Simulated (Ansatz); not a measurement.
# Mg₂Sc₃VS₈: Electric field gradients

The cell is a Materials Project structure (computed, not necessarily an observed phase).

```
Mg Sc V S
1.0
     6.44635   -3.76265    0.00000
     6.44635    3.76265    0.00000
    -4.26202    0.00000    6.13025
Mg Sc V S
2 3 1 8
Cartesian
  2.1739 0.0000 3.8300
  6.4568 0.0000 2.3002
  3.2232 1.8813 0.0000
  -2.1310 0.0000 3.0651
  3.2232 -1.8813 0.0000
  0.0000 0.0000 0.0000
  3.2616 2.0358 4.6884
  6.5539 0.0000 4.7603
  8.7369 0.0000 1.4846
  5.3691 2.0358 1.4418
  -0.1063 0.0000 4.6457
  3.2616 -2.0358 4.6884
  5.3691 -2.0358 1.4418
  2.0768 0.0000 1.3699
```

Atoms are numbered from 1 in the order listed; like atoms form one site, named after its first atom.

Computed with Ansatz: DFT, PBE, plane waves and PAW, scalar-relativistic, collinear spin, 420 eV cutoff, Γ-centred 6×6×6 k-points, Fermi–Dirac smearing 0.05 eV. Start moments as typed (μB): 2 on each V, none on the rest.

Conventions: |V_zz| ≥ |V_yy| ≥ |V_xx|, η = (V_xx − V_yy)/V_zz, C_Q = eQV_zz/h. Directions are in the Cartesian axes of the cell vectors above, for the atom listed; none is given where the gradient is under 0.02 or η is above 0.95.

```
site  first atom                                    first shell  V_zz (10²¹ V/m²)     η  direction of V_zz (x, y, z)
  Mg           1                             4 S at 2.42–2.46 Å              0.16  0.00              0.95 0.00 -0.32
 Sc3           3                             6 S at 2.57–2.59 Å             -0.51  0.70              -0.45 0.69 0.57
 Sc4           4                             6 S at 2.57–2.59 Å             -0.61  0.50               0.84 0.00 0.54
   V           6                                  6 S at 2.49 Å             -1.75  0.11              0.94 0.00 -0.35
  S7           7  1 Mg at 2.46 Å, 1 V at 2.49 Å, 2 Sc at 2.59 Å              3.15  0.39              -0.23 0.79 0.57
  S8           8  1 Mg at 2.46 Å, 1 V at 2.49 Å, 2 Sc at 2.59 Å              3.07  0.37               0.69 0.00 0.72
  S9           9                 1 Mg at 2.42 Å, 3 Sc at 2.57 Å              1.58  0.03              0.94 0.00 -0.35
```

At S9 V_zz points along its shortest bond, to Mg (within 1°).

With no gap above 0.1 eV, as in a metal, the gradients converge slowly in k; expect changes of a tenth or more on a denser mesh. Semilocal functionals can leave a metal where correlation in the d or f shell opens a gap in the real compound, and that would change the values at and beside V. All moments are parallel here, as the start or the cell imposes; many such compounds order antiparallel, where fields and spin densities carried over to other atoms largely cancel. The magnetic order is the one that the run reached from its start moments, not necessarily the measured one.

Hardware: 1 thread of Arm Neoverse V1 (aarch64; 8 cores open to the job, memory cap 3.0 GiB, no GPU), a shared host with a load of 0.7 a core. Wall time 6.9 min, CPU time 7 min, peak memory 2 GiB.
